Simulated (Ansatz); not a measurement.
AgI (zinc blende)

```xyz
2
Lattice="0.0000 3.3140 3.3140 3.3140 0.0000 3.3140 3.3140 3.3140 0.0000" Properties=species:S:1:pos:R:3 pbc="T T T"
Ag     0.0000     0.0000     0.0000
I      1.6570     1.6570     1.6570
```

The slice is a {110} plane (indices of the conventional cell) through the point (0.000, 0.000, 0.000) (fractional), spanned by u = [100] and v = [1 -1 -1] in vectors of this cell: u (4.69 Å) and v (6.63 Å, at 90° to u). It covers one period; positions are fractions (u, v).

Method: PBE (plane waves to 420 eV, PAW, scalar-relativistic; Ansatz, a first-principles code). k mesh 9×9×9. Inside the PAW spheres the values are not all-electron values, and peaks at nuclei hang on which shells count as valence. AgI was relaxed with its symmetry unable to fall. Spin-orbit coupling is left out, though I is heavy.

Three fields on this plane, each scaled to ten steps between its own extremes (0 low, 9 high; the total valence density on a logarithmic scale, the potential cut 8 eV below its top; x marks points blanked near nuclei; v = 0 in the bottom row):

Map A
```
|xxxxx21247899874212xxxx|
|xxxxx22479999997422xxxx|
|xxxx2136999999996312xxx|
|xxx212599xxxxxx995212xx|
|33212489xxxxxxxx9842123|
|22123799xxxxxxxx9973212|
|1112599xxxxxxxxxx995211|
|1113799xxxxxxxxxx997311|
|0014799xxxxxxxxxx997410|
|00147999xxxxxxxx9997410|
|00137999xxxxxxxx9997310|
|000258999xxxxxx99985200|
|00014689999999999864100|
|00002468999999998642000|
|00001246789999876421000|
|00000013456666543100000|
|00000001223333221000000|
|00000000011111100000000|
|00000000000000000000000|
|00000000000000000000000|
|00000000000000000000000|
|00000000000000000000000|
|00000000000000000000000|
|11100000000000000000011|
|11111100000000000011111|
|22221110000000000111222|
|33322211000000001122233|
|xxx332210000000012233xx|
|xxxx4321100000011234xxx|
|xxxxx32111111111123xxxx|
|xxxxx32112233221123xxxx|
|xxxxx32124566542123xxxx|
```

Map B
```
|xxxxx03566655666530xxxx|
|xxxxx03543100134530xxxx|
|xxxx0133000000003310xxx|
|xxx013200xxxxxx002310xx|
|00023310xxxxxxxx0133200|
|34455300xxxxxxxx0035544|
|6676630xxxxxxxxxx036676|
|8887630xxxxxxxxxx036788|
|9988630xxxxxxxxxx036889|
|99987400xxxxxxxx0047899|
|99987510xxxxxxxx0157899|
|999987400xxxxxx00478999|
|99999864100000014689999|
|99999886531001356889999|
|99999988766556678899999|
|99999999888888889999999|
|99999999999999999999999|
|99999999999999999999999|
|99999999999999999999999|
|99999999999999999999999|
|99999999999999999999999|
|99999999999999999999999|
|99999999999999999999999|
|88889999999999999999888|
|67778899999999999988777|
|34567889999999999887654|
|00035688999999998865300|
|xxx025789999999987520xx|
|xxxx0267899999987620xxx|
|xxxxx04789999998740xxxx|
|xxxxx03688888888630xxxx|
|xxxxx03677877877630xxxx|
```

Map C
```
|xxxxx98777777777789xxxx|
|xxxxx98778888887789xxxx|
|xxxx9888899999988889xxx|
|xxx988899xxxxxx998889xx|
|99888889xxxxxxxx9888889|
|77777899xxxxxxxx9987777|
|6666789xxxxxxxxxx987666|
|5556789xxxxxxxxxx987655|
|4455689xxxxxxxxxx986554|
|33456789xxxxxxxx9876543|
|33456789xxxxxxxx9876543|
|223456789xxxxxx98765432|
|12234567899999987654322|
|11234556778888776554321|
|11123455667777665543211|
|01122344556666554432211|
|11112233444554443322111|
|11111223334444333221111|
|11112222223333222222111|
|22222221222222221222222|
|33322221111111111222233|
|33332221111111111222333|
|44433222110000112223344|
|55544332110000112334455|
|66555433210000123345556|
|77765543211111123455677|
|99877654322112234567789|
|xxx987543322223345789xx|
|xxxx9865433333345689xxx|
|xxxxx87654444445678xxxx|
|xxxxx97655555555679xxxx|
|xxxxx97666666666679xxxx|
```

### Question
Assign the maps to these fields: electron localisation function (ELF); valence electron density; electrostatic potential energy of an electron, from the cell's mean.

### Answer
A is the electron localisation function (ELF); B is the electrostatic potential energy of an electron, from the cell's mean; C is the valence electron density.
